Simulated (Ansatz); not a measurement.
Here is the system:

Hf2N2O:
```
Hf2N2O
1.0
    6.82037     1.62516     0.00000
   -6.82037     1.62516     0.00000
   -1.46407     0.00000     8.01866
Hf N O
6 6 3
Direct
  0.03110   0.96890   0.80819
  0.96890   0.03110   0.19181
  0.62996   0.37004   0.47465
  0.37004   0.62996   0.52535
  0.69505   0.30495   0.13132
  0.30495   0.69505   0.86868
  0.53659   0.46341   0.65682
  0.46341   0.53659   0.34318
  0.17198   0.82802   0.96379
  0.82802   0.17198   0.03621
  0.12586   0.87414   0.28527
  0.87414   0.12586   0.71473
  0.21107   0.78893   0.61717
  0.78893   0.21107   0.38283
  0.50000   0.50000   0.00000
```

This is the r²SCAN-relaxed structure. Cartesian axes are those of the cell as given.

Task: All from the program Ansatz at the r²SCAN level (PAW), unless another level is named. Predict the smallest direct gap on the standard path.

Result: 2.66 eV.

Task: And the formation energy from the elements (no fitted shifts)?

Result: -2.38 eV/atom.

Task: Predict the conduction-band minimum.

Result: off the standard path, at k = (-0.484, 0.484, -0.083) in fractions of the reciprocal vectors.

Space group C2/m. The workflow started from a Materials Project entry (that database holds measured and hypothetical structures alike); the Crystallography Open Database copy checked does not list it. Its standing as an ambient phase is unchecked. The cell was relaxed with r²SCAN under the symmetry of its start; its stability against distortions is not shown here. No spin polarisation was allowed. The references are the lowest solids computed at this level, not always the standard phases (solids in place of the gases). Spin–orbit coupling is left out wherever it is not named.

Potentials: the later of the program's two PAW sets.
